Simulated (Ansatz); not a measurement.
The start is a generated cell, Ta built in the fcc structure type. The structure is fully relaxed (lattice and positions, P = 0) with r2SCAN (plane waves to 500 eV, PAW, scalar-relativistic; Ansatz, a program for electronic structure). The first steps use a coarse 13×13×13 k-mesh.

Starting cell:
```
CELL_PARAMETERS angstrom
      0.00000     2.08517     2.08517
      2.08517     0.00000     2.08517
      2.08517     2.08517     0.00000
ATOMIC_POSITIONS crystal
  Ta 0.00000 0.00000 0.00000
```

### Question
How much energy is released per atom?

### Answer
0.01 eV/atom.

### Question
How do the shortest distances between atoms change?

### Answer
The closest pairs of elements (up to four, under 3.6 Å), start → end: Ta–Ta 2.95 → 2.98 Å.

### Question
Is the relaxed structure metallic? Give its gap.

### Answer
No gap (metallic).

### Question
What does it relax into? Give the structure.

### Answer

Space group Fm-3m (No. 225); a = 4.2086 Å, b = 4.2086 Å, c = 4.2086 Å, α = 90.00°, β = 90.00°, γ = 90.00°

| atom | site | symmetry | x | y | z |
|---|---|---|---|---|---|
| Ta | 4a | m-3m | 0.0000 | 0.0000 | 0.0000 |
(The calculation used a cell of 1 atom; values per cell refer to that cell.)

The space group stays Fm-3m (No. 225) (the run could not lower it); the end is fcc (Cu type), with 1 atom in the primitive cell. Final values are on a 19×19×19 k-mesh of the relaxed cell. No spin polarisation in the result.

The run could not lose the symmetry of its start, so the end can be a saddle point.

The relaxed structure here is a generated cell of Ta: the first start was made by placing the elements on the sites of a structure type, and the end was not matched to a known phase here, so it may be hypothetical. Known forms of Ta include space group No. 229.
